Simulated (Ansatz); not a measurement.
InSb in space group P-6m2 (No. 187; In on 1a, Sb on 1f) under volume change, DFT-PBEsol in the program Ansatz with PAW potentials, shape and atoms relaxed at each volume.

| V (Å³/atom) | E − E(relaxed) (meV/atom) | P (GPa) |
|---|---|---|
| 25.510 | 36.9 | 5.33 |
| 26.351 | 14.5 | 3.23 |
| 27.192 | 2.5 | 1.37 |
| 28.033 | 0.0 | 0.03 |
| 28.874 | (withheld) | (withheld) |
| 29.715 | (withheld) | (withheld) |
| 30.556 | 20.6 | -2.63 |

**Question.** Complete the blanks.

**Answer.** 
- 29.715, E − E(relaxed) (meV/atom): 9.2
- 29.715, P (GPa): -1.75
- 28.874, E − E(relaxed) (meV/atom): 3.2
- 28.874, P (GPa): -1.14

**Question.** What does a third-order Birch–Murnaghan fit give for V₀, B₀ and B′?

**Answer.** V₀ = 28.06 Å³/atom, B₀ = 40.6 GPa, B′ = 6.9.

A made-up cell: these elements were put on the sites of a structure type; neither database checked (COD, Materials Project) lists it. It is not the phase usual at ambient conditions (space group No. 216). The cell keeps a stress of up to 0.2 GPa. The PBEsol relaxation kept the symmetry of its start; of distortions, only those at the zone centre were tested. Spin–orbit coupling is left out wherever it is not named.

Potentials: the later of the program's two PAW sets.
